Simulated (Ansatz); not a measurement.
HfNF:
```
HfNF
1.0
    5.21097     0.00000     0.00000
    0.00000     5.38092     0.00000
    0.00000     0.00000     5.50869
Hf F N
4 4 4
Direct
  0.67350   0.99128   0.75000
  0.32650   0.00872   0.25000
  0.32650   0.49128   0.75000
  0.67350   0.50872   0.25000
  0.96190   0.66500   0.75000
  0.03810   0.33500   0.25000
  0.03810   0.16500   0.75000
  0.96190   0.83500   0.25000
  0.47798   0.75000   0.00000
  0.52202   0.25000   0.50000
  0.52202   0.25000   0.00000
  0.47798   0.75000   0.50000
```

Relaxed with PBE. Special points in fractions of this cell's reciprocal vectors: Γ (0.000, 0.000, 0.000); X (0.500, 0.000, 0.000); S (0.500, 0.500, 0.000); Y (0.000, 0.500, 0.000); Z (0.000, 0.000, 0.500); U (0.500, 0.000, 0.500); R (0.500, 0.500, 0.500); T (0.000, 0.500, 0.500).

**Question.** List the band energies nearest the valence-band maximum at these points for DFT-PBE in the program Ansatz with PAW potentials.

**Answer.** In eV from the valence-band maximum; about four levels below and three above (degenerate sets whole), none deeper than 8.9 eV; points with the same levels are listed once.

```json
[
 {"k": "Γ", "below": "-1.18 -0.97 -0.81 -0.31", "above": "2.05 2.89 3.24"},
 {"k": "X", "below": "-1.00 -0.96 -0.86 -0.57", "above": "2.31 2.82 3.08"},
 {"k": "S", "below": "-2.52 -2.52 -0.20 -0.20", "above": "3.68 3.68 4.26 4.26"},
 {"k": "Y", "below": "-2.30 -2.30 -0.20 -0.20", "above": "3.70 3.70 4.46 4.46"},
 {"k": "Z", "below": "-2.37 -2.37 0.00 0.00", "above": "3.50 3.50 3.68 3.68"},
 {"k": "U", "below": "-2.47 -2.47 -0.03 -0.03", "above": "3.58 3.58 3.87 3.87"},
 {"k": "R", "below": "-1.93 -1.93 -1.93 -1.93", "above": "3.56 3.56 3.56 3.56"},
 {"k": "T", "below": "-1.80 -1.80 -1.80 -1.80", "above": "3.37 3.37 3.37 3.37"}
]
```

Space group Pbcm. The start of the workflow was typed in or built on a structure type; neither database checked (COD, Materials Project) lists it. Its standing as an ambient phase is unchecked. The PBE relaxation kept the symmetry of its start; whether a distortion lowers the energy is not shown. No spin polarisation was allowed. Scalar-relativistic: spin–orbit coupling is off unless named, which matters more the heavier the elements.

Potentials: the earlier of the program's two PAW sets.
